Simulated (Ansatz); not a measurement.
# Convergence test, HfH$_{3}$

The calculation used Ansatz, DFT PBEsol, scalar-relativistic, plane waves, PAW.

```xyz
4
Lattice="-1.5265 1.5265 3.0340 1.5265 -1.5265 3.0340 1.5265 1.5265 -3.0340" Properties=species:S:1:pos:R:3 pbc="T T T"
Hf    0.0000    0.0000    0.0000
H     0.0000    1.5265    1.5170
H     1.5265    0.0000    1.5170
H     0.0000    0.0000    3.0340
```

```
Γ-centred k-mesh               : 20×20×20
occupation rule                : Gaussian smearing, 0.1 eV
spin treatment                 : unpolarised
valence charge of the PAW sets : Hf 26, H 1
```

The atoms stay fixed while the plane-wave cutoff is varied. ΔE is the energy extrapolated to zero smearing, less that of the reference run (500 eV). The cell isn't necessarily relaxed at this level. Spin–orbit coupling is left out. Pressure is positive in compression and holds a correction for the finite cutoff (Pulay stress).

Question: One run gave ΔE = 283 meV/atom and P = -4.32 GPa. Which plane-wave cutoff did it use, of 250, 300, 350, 420?

Answer: 250 eV. All runs:

```tsv
cutoff (eV)	ΔE (meV/atom)	P (GPa)	plane waves at Γ
250	283	-4.32	259
300	40.9	-3.95	325
350	8.51	-3.78	437
420	1.32	-4.00	559
500	0.00	-4.05	711
```